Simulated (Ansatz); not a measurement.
The slice is one period of a {100} plane through atoms; its size isn't given.

Calculation: r2SCAN (plane waves to 500 eV, PAW, scalar-relativistic; Ansatz, an electronic-structure program). Near the nuclei the fields are pseudised (PAW); where an atom keeps semicore shells as valence, they peak there.

```
|00001246789999999999999876421000|
|00011346889999999999999886431100|
|00112357899999999999999987532110|
|11123467899999999999999987643211|
|22334678899999988899999988764332|
|44456778999998888888999998776544|
|66677888999988888888899998887766|
|77888899998888877788888999988887|
|88899999988887777777888899999988|
|99999999888877777777788889999999|
|99999999888777766677778889999999|
|99999998887776666666777888999999|
|99999988877766666666677788899999|
|99999988877766666666677788899999|
|99999888777666665666667778889999|
|99999888777666655566667778889999|
|99999888777666665666667778889999|
|99999988877766666666677788899999|
|99999988877766666666677788899999|
|99999998887776666666777888999999|
|99999999888777766677778889999999|
|99999999888877777777788889999999|
|88899999988887777777888899999988|
|77888899998888877788888999988887|
|66677888999988888888899998887766|
|44456778999998888888999998776544|
|22334678899999988899999988764332|
|11123467899999999999999987643211|
|00112357899999999999999987532110|
|00011346889999999999999886431100|
|00001246789999999999999876421000|
|00001246789999999999999876421000|
```
Scale: ten equal steps from -1.24 (start of '0') to -0.66 (end of '9'), in the order '0123456789'. Values: log₁₀ of the valence density in e/Å³. The map has 32 points along u (one character each, u = 0 at the left) and 32 along v (v = 0 in the bottom row). The scale is logarithmic, as a density can span decades between atoms and voids.

```
|xxxxxx .-*%@@@@@@@@@@@%*-. xxxxx|
|xxxxxx .=*%@@@@@@@@@@@%*=. xxxxx|
|xxxxx  :=*%@@@@@@@@@@@%*=:  xxxx|
|xxxxx .-+#%%@@@@@@@@@%%#+-. xxxx|
|xxx  .:=+#%%%%%%%%%%%%%#+=:.  xx|
|    .:-+*#%%%%%%#%%%%%%#*+-:.   |
|...:-=+*#################*+=-:..|
|--==++*#######*****#######*++==-|
|****########*********########***|
|%%%%%%%###***+++++++***###%%%%%%|
|@@@@%%%###**+++===+++**###%%%@@@|
|@@@@@%%##**++=======++**##%%@@@@|
|@@@@@%%##*++=========++*##%%@@@@|
|@@@@@%%#**++==-----==++**#%%@@@@|
|@@@@@%%#**+===-----===+**#%%@@@@|
|@@@@@%##**+===-----===+**##%@@@@|
|@@@@@%%#**+===-----===+**#%%@@@@|
|@@@@@%%#**++==-----==++**#%%@@@@|
|@@@@@%%##*++=========++*##%%@@@@|
|@@@@@%%##**++=======++**##%%@@@@|
|@@@@%%%###**+++===+++**###%%%@@@|
|%%%%%%%###***+++++++***###%%%%%%|
|****########*********########***|
|--==++*#######*****#######*++==-|
|...:-=+*#################*+=-:..|
|    .:-+*#%%%%%%#%%%%%%#*+-:.   |
|xxx  .:=+#%%%%%%%%%%%%%#+=:.  xx|
|xxxxx .-+#%%@@@@@@@@@%%#+-. xxxx|
|xxxxx  :=*%@@@@@@@@@@@%*=:  xxxx|
|xxxxxx .=*%@@@@@@@@@@@%*=. xxxxx|
|xxxxxx .-*%@@@@@@@@@@@%*-. xxxxx|
|xxxxxx .-*%@@@@@@@@@@@%*-. xxxxx|
```
Scale: ten equal steps from 0.03 (start of ' ') to 0.63 (end of '@'), in the order ' .:-=+*#%@'. Values: electron localisation function (ELF). The map has 32 points along u (one character each, u = 0 at the left) and 32 along v (v = 0 in the bottom row). Points within 0.5 Å of a nucleus are blanked (x), as the pseudised field means little there.

Problem. Which relaxed crystal do these maps come from?
A) Ni (fcc, Cu type)
B) Al (fcc, Cu type)
C) Au (fcc, Cu type)

Solution. B, Al (fcc, Cu type). Atoms on the slice: Al at (0.00, 0.00)

All were relaxed with their symmetry unable to fall. Relaxed Ni ends ferromagnetic. Spin-orbit coupling is left out. Other magnetic orders were not checked, so this need not be the ground state. (This holds for the magnetic or f-shell members.)
